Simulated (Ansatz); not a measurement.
The following input was run with Ansatz 0.2.0.

```yaml
crystal:
  lattice:
    - [3.7677789666, 0.0, 0.0]
    - [-1.8838894833, 3.2629923009, 0.0]
    - [0.0, 0.0, 5.9382689117]
  atoms:
    - { symbol: Sn, position: [0.0, 0.0, 0.0] }
    - { symbol: Se, position: [0.3333333333, 0.6666666667, 0.264612156] }
    - { symbol: Se, position: [0.6666666667, 0.3333333333, 0.735387844] }
basis:
  ecutwfc: 420
kpoints:
  mp_grid: { grid: [12, 12, 6] }
hamiltonian:
  xc: pbesol
scf:
  occupations: { method: gaussian, width: 0.02 }
output:
  forces: true
  stress: true
  eigenvalues: true
relax:
  adjacent_minimum: "off"
  f_tol: 0.01
  max_steps: 30
  cell: { stress_tol: 0.1, fix: [volume] }
```

Launched with
```bash
ansatz run input.yaml --threads 1 --pin off --max-ram 2560MiB --backend cpu --events-out ev --progress --plain --runs-dir out
```

Level of theory: DFT PBEsol, scalar-relativistic, plane waves, PAW (Ansatz).

Abridged output:

```
Pseudopotentials: kind: paw
Pseudopotential: Sn, paw, valence charge 14, recommended cutoff 420 eV (normal)
Pseudopotential: Se, paw, valence charge 16, recommended cutoff 420 eV (normal)
Functional definition: PBEsol
Crystal: 3 atoms, lattice volume = 73.006 Å³
Basis set: ecut = 420 eV, 1423 PW (Γ), exchange–correlation on 54×54×80 points (8 copies of the dense FFT grid, shifted against one another)
Bands: 28, of which v1, the nominal top of the filled ones, is band 23 counted from 1 (22 counted from 0)
Symmetry: 12 space group operations
Space group: P-3m1 (ITA 164), of the structure as read, at distance tolerance 4.2e-5 Å
k-points: 100 of 864
Initial density: superposition of atomic densities (neutral atoms: chi_scale 0, normalization atom), corrected by the library's trained network
Initial wavefunctions: pseudopotential atomic-orbital guess
Functional: x = pbesol(κ = 0.804, μ = 0.12345679), c = pbesol(β = 0.046)
SCF iter   1: F=—  HF=-16799.191714 eV  |F-HF|=—  |Δ(HF+E_count)|=         —  Δρ=2.22e-3  dr2=3.26e-3  ethr=1.77e-3  ⟨swp⟩=6.8  Hψ=12621  notcnv=0
SCF iter   2: F=—  HF=-16799.188694 eV  |F-HF|=—  |Δ(HF+E_count)|=   3.02e-3  Δρ=1.10e-3  dr2=7.34e-4  ethr=7.08e-6  ⟨swp⟩=3.0  Hψ=6318  notcnv=0  defer=100
SCF iter   3: F=—  HF=-16799.188637 eV  |F-HF|=—  |Δ(HF+E_count)|=   5.69e-5  Δρ=3.33e-4  dr2=6.04e-5  ethr=1.60e-6  ⟨swp⟩=2.0  Hψ=4400  notcnv=0  defer=100
SCF iter   4: F=—  HF=-16799.188654 eV  |F-HF|=—  |Δ(HF+E_count)|=   1.76e-5  Δρ=1.24e-4  dr2=9.88e-6  ethr=1.31e-7  ⟨swp⟩=2.0  Hψ=3823  notcnv=0  defer=100
SCF iter   5: F=—  HF=-16799.188659 eV  |F-HF|=—  |Δ(HF+E_count)|=   4.58e-6  Δρ=2.18e-5  dr2=6.55e-7  ethr=2.15e-8  ⟨swp⟩=2.0  Hψ=3278  notcnv=0  defer=100
SCF iter   6: F=-16799.188659 eV  HF=-16799.188659 eV  |F-HF|=6.25e-8  |Δ(HF+E_count)|=   1.53e-7  Δρ=8.34e-6  dr2=5.12e-8  ethr=2.17e-10  ⟨swp⟩=8.7  Hψ=13313  notcnv=0
SCF 1 converged in 6 iterations: F = -16799.188659 eV  dr2 = 5.12e-8
relax step   1: F+E_penalty+E_count = -16799.18865912 eV  Δ(F+E_penalty+E_count) = +0.000e0 eV  max|allowed force component| = 2.646e-1 eV/Å  Δτ_max = 0.0000 Å  P = +3.155 GPa  Ω = 73.006 Å³  fix = [volume]  reactions: volume +3.155 GPa (6 SCF iters, dr2 threshold 1.00e-7 eV, accepted)
Basis set: ecut = 420 eV, 1435 PW (Γ), exchange–correlation on 54×54×80 points (8 copies of the dense FFT grid, shifted against one another)
Initial density: handed on by an earlier stage of this run
Initial wavefunctions: those handed on with the density
SCF iter   1: F=—  HF=-16799.175927 eV  |F-HF|=—  |Δ(HF+E_count)|=         —  Δρ=5.69e-3  dr2=2.32e-2  ethr=4.29e-5  ⟨swp⟩=2.0  Hψ=14713  notcnv=0
SCF iter   2: F=—  HF=-16799.169518 eV  |F-HF|=—  |Δ(HF+E_count)|=   6.41e-3  Δρ=2.53e-3  dr2=3.47e-3  ethr=4.29e-5  ⟨swp⟩=2.9  Hψ=4219  notcnv=0
SCF iter   3: F=—  HF=-16799.168681 eV  |F-HF|=—  |Δ(HF+E_count)|=   8.38e-4  Δρ=6.97e-4  dr2=3.64e-4  ethr=7.55e-6  ⟨swp⟩=3.0  Hψ=5553  notcnv=0
SCF iter   4: F=—  HF=-16799.168681 eV  |F-HF|=—  |Δ(HF+E_count)|=   5.28e-7  Δρ=2.06e-4  dr2=2.68e-5  ethr=7.90e-7  ⟨swp⟩=2.0  Hψ=5574  notcnv=0
SCF iter   5: F=—  HF=-16799.168676 eV  |F-HF|=—  |Δ(HF+E_count)|=   4.86e-6  Δρ=6.36e-5  dr2=2.97e-6  ethr=5.82e-8  ⟨swp⟩=2.0  Hψ=5051  notcnv=0
SCF iter   6: F=-16799.168677 eV  HF=-16799.168677 eV  |F-HF|=7.01e-8  |Δ(HF+E_count)|=   3.28e-7  Δρ=1.43e-5  dr2=1.88e-7  ethr=6.52e-10  ⟨swp⟩=3.0  Hψ=11342  notcnv=0
SCF 2 converged in 6 iterations: F = -16799.168677 eV  dr2 = 1.88e-7
relax step   2: F+E_penalty+E_count = -16799.16867666 eV  Δ(F+E_penalty+E_count) = +1.998e-2 eV  max|allowed force component| = 4.957e-1 eV/Å  Δτ_max = 0.0899 Å  P = +0.139 GPa  Ω = 73.006 Å³  energy of the carried Pulay correction = -1.653e-17 eV  fix = [volume]  (6 SCF iters, dr2 threshold 3.00e-7 eV, rejected (line search))
SCF iter   1: F=—  HF=-16799.201734 eV  |F-HF|=—  |Δ(HF+E_count)|=         —  Δρ=3.42e-3  dr2=9.46e-3  ethr=2.29e-5  ⟨swp⟩=1.6  Hψ=12853  notcnv=0
SCF iter   2: F=—  HF=-16799.199138 eV  |F-HF|=—  |Δ(HF+E_count)|=   2.60e-3  Δρ=1.57e-3  dr2=1.58e-3  ethr=2.06e-5  ⟨swp⟩=2.0  Hψ=3716  notcnv=0
SCF iter   3: F=—  HF=-16799.198708 eV  |F-HF|=—  |Δ(HF+E_count)|=   4.30e-4  Δρ=4.06e-4  dr2=1.49e-4  ethr=3.43e-6  ⟨swp⟩=2.3  Hψ=4486  notcnv=0
SCF iter   4: F=—  HF=-16799.198691 eV  |F-HF|=—  |Δ(HF+E_count)|=   1.71e-5  Δρ=1.29e-4  dr2=1.11e-5  ethr=3.24e-7  ⟨swp⟩=2.0  Hψ=5151  notcnv=0
SCF iter   5: F=—  HF=-16799.198682 eV  |F-HF|=—  |Δ(HF+E_count)|=   8.90e-6  Δρ=5.06e-5  dr2=1.70e-6  ethr=2.41e-8  ⟨swp⟩=2.0  Hψ=5100  notcnv=0
SCF iter   6: F=—  HF=-16799.198682 eV  |F-HF|=—  |Δ(HF+E_count)|=   4.66e-7  Δρ=9.95e-6  dr2=7.81e-8  ethr=3.69e-9  ⟨swp⟩=3.0  Hψ=5181  notcnv=0
SCF iter   7: F=—  HF=-16799.198682 eV  |F-HF|=—  |Δ(HF+E_count)|=   6.01e-8  Δρ=2.89e-6  dr2=5.14e-9  ethr=1.70e-10  ⟨swp⟩=2.0  Hψ=4100  notcnv=0
SCF iter   8: F=—  HF=-16799.198682 eV  |F-HF|=—  |Δ(HF+E_count)|=   2.43e-9  Δρ=4.72e-7  dr2=2.01e-10  ethr=1.12e-11  ⟨swp⟩=2.0  Hψ=4100  notcnv=0
SCF iter   9: F=-16799.198682 eV  HF=-16799.198682 eV  |F-HF|=7.28e-12  |Δ(HF+E_count)|=  1.86e-10  Δρ=9.95e-8  dr2=9.99e-12  ethr=1.00e-12  ⟨swp⟩=4.0  Hψ=10092  notcnv=0
SCF 3 converged in 9 iterations: F = -16799.198682 eV  dr2 = 9.99e-12
relax step   3: F+E_penalty+E_count = -16799.19868249 eV  Δ(F+E_penalty+E_count) = -1.002e-2 eV  max|allowed force component| = 2.539e-2 eV/Å  Δτ_max = 0.0383 Å  P = +1.774 GPa  Ω = 73.006 Å³  energy of the carried Pulay correction = -9.921e-18 eV  fix = [volume]  reactions: volume +1.774 GPa (9 SCF iters, accepted)
SCF iter   1: F=—  HF=-16799.199037 eV  |F-HF|=—  |Δ(HF+E_count)|=         —  Δρ=2.03e-4  dr2=3.61e-5  ethr=7.58e-8  ⟨swp⟩=3.3  Hψ=15654  notcnv=0
SCF iter   2: F=—  HF=-16799.199024 eV  |F-HF|=—  |Δ(HF+E_count)|=   1.32e-5  Δρ=1.14e-4  dr2=9.18e-6  ethr=7.58e-8  ⟨swp⟩=2.0  Hψ=3094  notcnv=0
SCF iter   3: F=—  HF=-16799.199022 eV  |F-HF|=—  |Δ(HF+E_count)|=   1.99e-6  Δρ=1.99e-5  dr2=5.19e-7  ethr=2.00e-8  ⟨swp⟩=2.0  Hψ=3593  notcnv=0
SCF iter   4: F=-16799.199022 eV  HF=-16799.199022 eV  |F-HF|=2.90e-9  |Δ(HF+E_count)|=   6.97e-8  Δρ=6.43e-6  dr2=2.54e-8  ethr=3.60e-10  ⟨swp⟩=6.0  Hψ=12603  notcnv=0
SCF 4 converged in 4 iterations: F = -16799.199022 eV  dr2 = 2.54e-8
relax step   4: F+E_penalty+E_count = -16799.19902171 eV  Δ(F+E_penalty+E_count) = -3.392e-4 eV  max|allowed force component| = 5.480e-3 eV/Å  Δτ_max = 0.0009 Å  P = +1.754 GPa  Ω = 73.006 Å³  energy of the carried Pulay correction = -1.323e-17 eV  fix = [volume]  reactions: volume +1.754 GPa (4 SCF iters, dr2 threshold 1.66e-7 eV, accepted)
Initial wavefunctions: pseudopotential atomic-orbital guess (no wavefunctions were taken with the density)
SCF iter   1: F=—  HF=-16799.198781 eV  |F-HF|=—  |Δ(HF+E_count)|=         —  Δρ=2.61e-4  dr2=1.10e-6  ethr=1.18e-7  ⟨swp⟩=3.1  Hψ=19265  notcnv=0
SCF iter   2: F=—  HF=-16799.198965 eV  |F-HF|=—  |Δ(HF+E_count)|=   1.84e-4  Δρ=1.32e-4  dr2=2.80e-7  ethr=2.39e-9  ⟨swp⟩=2.0  Hψ=3274  notcnv=0
SCF iter   3: F=—  HF=-16799.199031 eV  |F-HF|=—  |Δ(HF+E_count)|=   6.56e-5  Δρ=2.07e-6  dr2=2.71e-9  ethr=6.08e-10  ⟨swp⟩=2.0  Hψ=3360  notcnv=0
SCF iter   4: F=—  HF=-16799.199031 eV  |F-HF|=—  |Δ(HF+E_count)|=   9.95e-9  Δρ=5.01e-7  dr2=1.93e-10  ethr=5.90e-12  ⟨swp⟩=2.9  Hψ=4977  notcnv=0
SCF iter   5: F=-16799.199031 eV  HF=-16799.199031 eV  |F-HF|=7.28e-12  |Δ(HF+E_count)|=  1.82e-10  Δρ=1.84e-7  dr2=3.36e-11  ethr=1.00e-12  ⟨swp⟩=4.0  Hψ=10047  notcnv=0
SCF 5 converged in 5 iterations: F = -16799.199031 eV  dr2 = 3.36e-11
SCF converged after 5 iterations
Free energy (F): -16799.199031 eV
Harris-Foulkes:  -16799.199031 eV  (|F-HF|=7.28e-12)
Internal energy: -16799.199031 eV  (E = F + TS)
E sigma→0 (E₀):  -16799.199031 eV
Fermi energy:    9.233717 eV
--- Per-component energies (eV) ---
  E_band       = -826.880768
  E_kinetic    = 425.949341
  E_local      = -5673.031884  (includes V_loc(G=0)·N_el)
  E_nonlocal   = -1214.376593
  E_hartree    = 2926.674407
  E_xc         = -585.255258
  E_vxc        = -292.642123  (∫ρ·V_xc dr)
  E_paw        = -7805.269732  (= ΣΔE_a)
  E_vpaw       = 73.872775  (= ΣTr[D̂ρ^β])
  E_aug_tail   = -0.001236  (compensation charges beyond the density's cutoff)
  E_ewald      = -4876.189817
  E_core_change = 2.301741  (= ΣΔE_core)
  E_smearing   =  0.000000  (= −TS)
--- Forces (eV/Å), atoms counted from 1 ---
  atom   1  Sn     0.00000000     0.00000000     0.00000000
  atom   2  Se     0.00000000     0.00000000    -0.00554049
  atom   3  Se     0.00000000     0.00000000     0.00554049
--- Stress (GPa, compression-positive) ---
        1.783960       0.000000       0.000000
        0.000000       1.783960       0.000000
        0.000000       0.000000       1.688531
  P = ⅓ Tr σ = 1.7522 GPa (17.522 kbar)
--- Band table (eV; the first three rows and the last of 100) ---
  k-point 0: bands = ["-38.0800", "-38.0800", "-38.0799", "-38.0799", "-38.0643", "-38.0643", "-38.0632", "-38.0632", "-38.0571", "-38.0569", "-12.3243", "-12.3243", "-12.2850", "-12.2713", "-12.2713", "-5.2175", "-3.3136", "2.2461", "8.2992", "8.2992", "8.4141", "8.4141", "8.9953", "9.7731", "11.9059", "13.5636", "13.5636", "17.0946"]
  k-point 1: bands = ["-38.0800", "-38.0800", "-38.0799", "-38.0799", "-38.0642", "-38.0642", "-38.0633", "-38.0633", "-38.0571", "-38.0569", "-12.3243", "-12.3243", "-12.2849", "-12.2713", "-12.2713", "-5.1476", "-3.4682", "2.5319", "8.0894", "8.1998", "8.1998", "8.5441", "8.5441", "10.4962", "11.9198", "13.4327", "13.4327", "16.9340"]
  k-point 2: bands = ["-38.0800", "-38.0800", "-38.0799", "-38.0799", "-38.0641", "-38.0641", "-38.0634", "-38.0634", "-38.0571", "-38.0569", "-12.3243", "-12.3243", "-12.2848", "-12.2713", "-12.2713", "-4.9663", "-3.8041", "3.2058", "6.9233", "8.1115", "8.1115", "8.6963", "8.6963", "11.2324", "11.9008", "13.1891", "13.1891", "16.3701"]
  k-point 99: bands = ["-38.0797", "-38.0796", "-38.0796", "-38.0795", "-38.0643", "-38.0639", "-38.0639", "-38.0635", "-38.0566", "-38.0566", "-12.3420", "-12.3420", "-12.2708", "-12.2708", "-12.2510", "-3.0356", "-3.0356", "1.5475", "4.3970", "4.3970", "4.8825", "8.6849", "8.6849", "11.3896", "13.0818", "13.0818", "14.6040", "17.0928"]
--- Relaxed structure (4 steps of the walk, 3 accepted, 1 SCFs on fresh bases) ---
  F+E_penalty+E_count = -16799.19903083 eV   max|allowed force component| = 5.540e-3 eV/Å   (the final SCF, on the basis selected at the relaxed cell)
  cell:  # Å, volume = 73.0065 Å³
    - [3.79499637, 0.0, 0.0]
    - [-1.89749818, 3.28656326, 0.0]
    - [0.0, 0.0, 5.85339678]
  atoms:
    - { symbol: Sn, position: [0.0, 0.0, 0.0] }
    - { symbol: Se, position: [0.33333333, 0.66666666, 0.27121143] }
    - { symbol: Se, position: [0.66666666, 0.33333333, 0.72878856] }
```

The relaxation met its thresholds.

The run took 45 s on 1 thread of Arm Neoverse V2, with other jobs on the host, peak memory 0.46 GiB.

The cell holds layers, and where no dispersion correction was added their binding is poorly described.